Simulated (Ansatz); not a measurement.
These are results of DFT PBE, scalar-relativistic, plane waves, PAW in Ansatz 0.2.0, not measurements. Settings: cutoff 420 eV, Γ-centred meshes spaced at most about 0.3 Å⁻¹, and about 0.25 Å⁻¹ or finer for metals (2π included), Gaussian smearing. Collinear spin in cells that started with moments and kept them past the coarse steps, no spin elsewhere.

Temperature and zero-point effects are left out.

Compare these two cells of GaO3, each relaxed at this level.

A. (site moments O 1.0 (×3) μB)

```
CELL_PARAMETERS angstrom
3.34378 0.00000 0.00000
0.00000 3.34378 0.00000
0.00000 0.00000 3.34378
ATOMIC_POSITIONS crystal
Ga 0.00000 0.00000 0.00000
O 0.00000 0.50000 0.50000
O 0.50000 0.00000 0.50000
O 0.50000 0.50000 0.00000
```

B. (site moments O 2.0, 0.5 (×2) μB)

```
CELL_PARAMETERS angstrom
2.94758 0.00000 0.00000
-1.47379 2.55268 0.00000
0.00000 0.00000 6.48070
ATOMIC_POSITIONS crystal
Ga 0.66667 0.33333 0.00000
O 0.66667 0.33333 0.50000
O 0.33333 0.66667 0.16929
O 0.33333 0.66667 0.83071
```

Task: Which would you expect to be lower, and how large is the difference?

Result: B is lower, by 0.49 eV/atom. A has space group Pm-3m (No. 221), 9.3 Å³/atom and no gap on its mesh; B has space group P-6m2 (No. 187), 12.2 Å³/atom and no gap. Counting O atoms around Ga (those within 1.25 times the shortest such distance or 1.15 times the sum of covalent radii, 1.27 where that leaves under three; the shortest distance is added where it exceeds 1.18 times the sum of covalent radii), A has Ga 12 from 2.4 Å and B has Ga 6. Even the lower one lies +0.05 eV/atom against the reference forms of the elements (uncorrected), a margin that errors in the energy of the gaseous reference can exceed. Both come from invented guesses. A third cell relaxed alike, in Pm-3m, lies 169 meV/atom below the lower of the two.

No dispersion correction is applied, so the spacing and binding between layers, chains or molecules are poorly described (P-6m2), and this can change margins and order among such cells. Another magnetic order may lie lower. Cells relaxed within their symmetry can be saddle points.
